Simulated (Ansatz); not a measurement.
## A trial form of Hf2F3

All numbers below come from Ansatz 0.2.0, DFT PBE, scalar-relativistic, plane waves, PAW. Cutoff 420 eV, Gaussian smearing, Γ-centred meshes. Cell and atoms relax first on a coarse mesh and then on a finer one. In between, the cell is made exact in the group found at 0.06 Å. In metals the finer mesh still leaves noise of several meV/atom or more. The steps can't lower the symmetry of their start. No spin polarisation.

The guess for Hf2F3 was made by a generator: random cell by space group and Wyckoff sites (Pm-3m, No. 221). Its size is a rough estimate.

```
Hf F
1.0
     4.46185    0.00000    0.00000
     0.00000    4.46185    0.00000
     0.00000    0.00000    4.46185
Hf F
2 3
Direct
  0.50000 0.50000 0.50000
  0.00000 0.00000 0.00000
  0.00000 0.50000 0.50000
  0.50000 0.00000 0.50000
  0.50000 0.50000 0.00000
```

Formation energies are uncorrected and refer to the elements' standard structures at the same level (F₂ as a molecule).

Question: Describe the relaxed structure.

Answer: The symmetry stays Pm-3m (No. 221). The volume per atom shrinks by 6.1 %, from 17.8 to 16.7 Å³. The shortest distance goes from 2.23 Å (Hf–F) to 2.18 Å (Hf–F). Conventional cell: a = 4.370 Å. Around Hf on its first site lie 6 F at 2.18 Å; Hf on its second site has 12 F at 3.09 Å; F has 2 Hf at 2.18 Å, 4 Hf at 3.09 Å and 8 F at 3.09 Å.

```
CELL_PARAMETERS angstrom
4.36953 0.00000 0.00000
0.00000 4.36953 0.00000
0.00000 0.00000 4.36953
ATOMIC_POSITIONS crystal
Hf 0.50000 0.50000 0.50000
Hf 0.00000 0.00000 0.00000
F 0.00000 0.50000 0.50000
F 0.50000 0.00000 0.50000
F 0.50000 0.50000 0.00000
```

Question: Give its energy and gap.

Answer: The energy over the elements is −1.25 eV/atom and the gap on the 8×8×8 mesh of the 5-atom cell is 0 eV (a metal).

Whether it is stable depends on the other phases of the system, which aren't compared here.

The last run used Gaussian smearing of 0.10 eV. These runs have no spin–orbit coupling, which can matter for Hf. An odd number of electrons in the primitive cell allows no gap without spin; a larger cell or a magnetic state could open one. The cell is a metal run without spin; a magnetic state may lie lower. Symmetry constrained the relaxation, so the result can be a saddle point.
